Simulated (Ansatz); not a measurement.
## Nb (bcc)

Method: PBE, scalar-relativistic; no spin polarisation; PAW, 420 eV, Γ-centred 18×18×18 mesh, 0.05 eV Gaussian smearing; code Ansatz. The datasets are Ansatz's generated set soft_2.

```yaml
crystal:
  lattice:
    - [-1.65519, 1.65519, 1.65519]
    - [1.65519, -1.65519, 1.65519]
    - [1.65519, 1.65519, -1.65519]
  atoms:
    - { symbol: Nb, position: [0.00000, 0.00000, 0.00000] }
```

The cell is relaxed to zero pressure at this level.

Path: Γ–H–N–Γ–P–H | P–N, with Γ = (0.000, 0.000, 0.000), H = (0.500, -0.500, 0.500), N = (0.000, 0.000, 0.500), P = (0.250, 0.250, 0.250) in reciprocal vectors of the calculation's cell.

Is it a metal or an insulator, and if it has a gap, where are the band edges on this path?

A metal: bands cross the Fermi level.

Bands as a text map, energy in eV from the Fermi level (dashes), each leg drawn with the same width:
```
  2.86 |             *   * *                         
  2.57 | *   *            *                          
  2.29 |              *                            **
  2.00 |   *      * *     *                          
  1.71 |           *   *       *                  *  
  1.43 |    *     *  *                   *           
  1.14 |  *                *                     *   
  0.86 |                *     *                      
  0.57 | * *                *                   *    
  0.29 |***        *       ****                      
  0.00 |------------*----***-------------------*-----
 -0.29 |   *                   *                     
 -0.57 |                  *             *     *      
 -0.86 |            *    *      *  * **      *       
 -1.14 |           *             ** *  *    **       
 -1.43 |             * **         **          *      
 -1.71 |    *         *              * *       ******
 -2.00 |                                *      *     
 -2.29 |    *     *              *    *              
 -2.57 |     *                                  *    
 -2.86 |     *    **                     *           
 -3.14 |   *     *  *                            *   
 -3.43 |      * *    *  *                 *       *  
 -3.71 |       *      ** *      *          *       **
 -4.00 |                                             
 -4.29 |  *               *                          
 -4.57 |                                             
 -4.86 |                       *                     
        Γ      H      N      Γ      P      HP       N
```

The calculation's cell holds 13 valence electrons, an odd number. Without magnetic order each band takes two, so one stays part-filled and the crystal must be a metal. (Only strong correlation, outside this picture, could make a Mott insulator of it.)
